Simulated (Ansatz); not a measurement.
A generator proposed this cell of Ga3As2N.

```yaml
crystal:
  lattice:
    - [-1.88504, 1.88504, 7.99754]
    - [1.88504, -1.88504, 7.99754]
    - [1.88504, 1.88504, -7.99754]
  atoms:
    - { symbol: Ga, position: [0.50000, 0.50000, 0.00000] }
    - { symbol: Ga, position: [0.83333, 0.83333, 0.00000] }
    - { symbol: Ga, position: [0.16667, 0.16667, 0.00000] }
    - { symbol: As, position: [0.66667, 0.66667, 0.00000] }
    - { symbol: As, position: [0.33333, 0.33333, 0.00000] }
    - { symbol: N, position: [0.00000, 0.00000, 0.00000] }
```

These are results of DFT PBE, scalar-relativistic, plane waves, PAW (Ansatz), not measurements. Settings: cutoff 420 eV, Γ-centred mesh 6×6×6 on the computed 6-atom cell, Gaussian smearing of 0.10 eV; no spin polarisation.

Energies over the elements count from the elements' standard structures at the same level (N₂ as a molecule), with no fitted energy shifts.

Q: What does a single point on this coarse mesh give?

A: The pressure is -7.5 GPa (the mean over three directions, positive in compression), the largest force is 1.13 eV/Å, and the energy is +0.47 eV/atom against the elements. The shortest distance is 2.67 Å.

Q: Is it a good guess?

A: A rough one: relaxing gains about 0.30 eV/atom (the start's value is from the coarse mesh, so the gain is rough) in 17 ionic steps and ends at +0.16 eV/atom on the finer mesh. The symmetry stays I4/mmm (No. 139). The volume per atom shrinks by 6.6 %, from 18.9 to 17.7 Å³. The shortest distance goes from 2.67 Å (Ga–As and Ga–N) to 1.93 Å (Ga–N). Conventional cell: a = 3.595 Å, c = 16.430 Å. Ga on a site of symmetry 4/mmm has 4 N at 2.54 Å and 2 As at 2.61 Å; around As lie 5 Ga at 2.61–2.63 Å; N has 2 Ga at 1.93 Å and 4 Ga at 2.54 Å; 1 more site not described.

The last run used a 14×14×14 mesh for its 6-atom cell and Gaussian smearing of 0.10 eV. No dispersion correction is applied, so the spacing and binding between layers, chains or molecules are poorly described. The reference form of As is held partly by dispersion forces, which this level lacks. The relaxation can't lower the symmetry of the start, and the grade says only how near the guess is to its own end. Symmetry constrained the relaxation, so the result can be a saddle point.
